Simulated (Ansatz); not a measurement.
Elastic constants of GaP (F-43m) under pressure

```
Ga P
1.0
     0.00000    2.72525    2.72525
     2.72525    0.00000    2.72525
     2.72525    2.72525    0.00000
Ga P
1 1
Direct
  0.00000 0.00000 0.00000
  0.75000 0.75000 0.75000
```

This is the zero-pressure cell. At each pressure cell and atoms are relaxed in this structure, and the constants are slopes of the stress at strains of ±0.005 with relaxed ions (the coefficients that govern stability under load). Level: r²SCAN, PAW on Ansatz 0.2.0's default frozen-core files (fitted under PBE), scalar-relativistic; k mesh 8×8×8, strains of ±0.005, fixed occupations, cutoff 500 eV. P is the pressure of the relaxed cell, less that of this one.

```tsv
P (GPa)	V/V₀	C11 (GPa)	C12 (GPa)	C44 (GPa)
0.00	1.0000	142.6	60.7	73.2
0.96	0.9894	146.9	64.8	74.2
1.97	0.9789	151.4	69.1	75.2
3.95	?	?	?	?
6.94	0.9342	172.0	89.6	78.8
9.94	0.9118	183.6	101.6	80.1
14.97	0.8792	202.2	121.2	81.3
```

**Question.** Does the bulk modulus from the constants agree with the pressure-volume curve?

**Answer.** A third-order Birch-Murnaghan fit to the volumes shown (F against f, f = [(V₀/V)^(2/3) − 1]/2) gives B₀ = 88.1 GPa and B′ = 4.3. Its −V dP/dV stands beside (C11 + 2C12)/3:

```
P (GPa)  from P(V)  from the constants
   0.00       88.1                88.0
   0.96       92.2                92.2
   1.97       96.5                96.5
   6.94      117.0               117.1
   9.94      129.0               128.9
  14.97      148.8               148.2
```

**Question.** What are the pressure derivatives at zero pressure?

**Answer.** Slopes at V₀ of quadratic fits in −ln(V/V₀) through the first four rows shown, divided by B₀: dC11/dP = 4.5, dC12/dP = 4.3, dC44/dP = 1.1. The mean slopes up to 2.0 GPa are 4.4, 4.3, 1.0; curvature and scatter of the constants part the two. The combination (dC11/dP + 2 dC12/dP)/3 = 4.4 stands against B′.

**Question.** Fill the row at 3.95 GPa.

**Answer.** Cubic fits in −ln(V/V₀) through all rows shown give C11 = 159.8, C12 = 77.4, C44 = 76.9 GPa. Computed: V/V₀ = 0.9598, C11 (GPa) = 159.8, C12 (GPa) = 77.4, C44 (GPa) = 76.9.

**Question.** Does a shear stiffness soften?

**Answer.** C44 goes from 73.2 to 81.3 GPa; (C11 − C12)/2 goes from 41.0 to 40.5 GPa, through a maximum of 41.2 near 4 GPa. Neither ends more than 3 % under its start, and the lattice stays mechanically stable over this range.

Limits of these numbers: no other phase was computed; many crystals of this kind change structure within this range, and rows or crossings beyond such a change describe a metastable lattice; frozen-core PAW files fitted under PBE, their cores solved anew for the functional of the run; constants at zero field, no piezoelectric stiffening; phonons weren't checked at these pressures.
